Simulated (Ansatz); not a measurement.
Relaxed candidate structures of Bi2Se3:

A. P-3m1 (No. 164), hP10; a = b = 4.135 Å, c = 20.463 Å, α = β = 90.00°, γ = 120.00°; Se 2d (0.333, 0.667, 0.068); Bi 2c (0.000, 0.000, 0.144); Se 2d (0.667, 0.333, 0.239); Bi 2d (0.333, 0.667, 0.334); Se 2c (0.000, 0.000, 0.410)

B. P-3m1 (No. 164), hP5; a = b = 4.137 Å, c = 9.973 Å, α = β = 90.00°, γ = 120.00°; Se 2d (0.667, 0.333, 0.150); Bi 2d (0.333, 0.667, 0.306); Se 1b (0.000, 0.000, 0.500)

C. R-3m, hexagonal axes (No. 166), hR5; a = 4.1446 Å, b = 4.1446 Å, c = 29.2658 Å, α = 90.00°, β = 90.00°, γ = 120.00°; Bi 6c (0.000, 0.000, 0.399); Se 3a (0.000, 0.000, 0.000); Se 6c (0.000, 0.000, 0.214)

Rank these by energy per atom (lowest first), as r2SCAN+rVV10 (plane waves to 500 eV, PAW, scalar-relativistic; Ansatz, a first-principles code) gives it.

C (reference), B (+4 meV/atom), A (+12 meV/atom)

Give each candidate's band gap.

No candidate is metallic. A: 0.76 eV (no spin-orbit coupling); B: 0.73 eV (no spin-orbit coupling); C: 0.60 eV (no spin-orbit coupling).

Each run could gain symmetry but not lose that of its start, so entries can be saddle points. From databases, or of a type measured for this composition: R-3m, hR5; the others are generated cells (placed on structure types, drawn at random, substituted or restacked) that were not matched to a known phase here. Static energies at zero pressure. Each cell has its own k-point mesh; energy differences are given only to the digits this allows. No spin polarisation in the result. Spin-orbit coupling is missing; with elements this heavy it can move band edges by tenths of an eV or more. Gaps of cells over 8 atoms come from the SCF mesh and high-symmetry points alone.
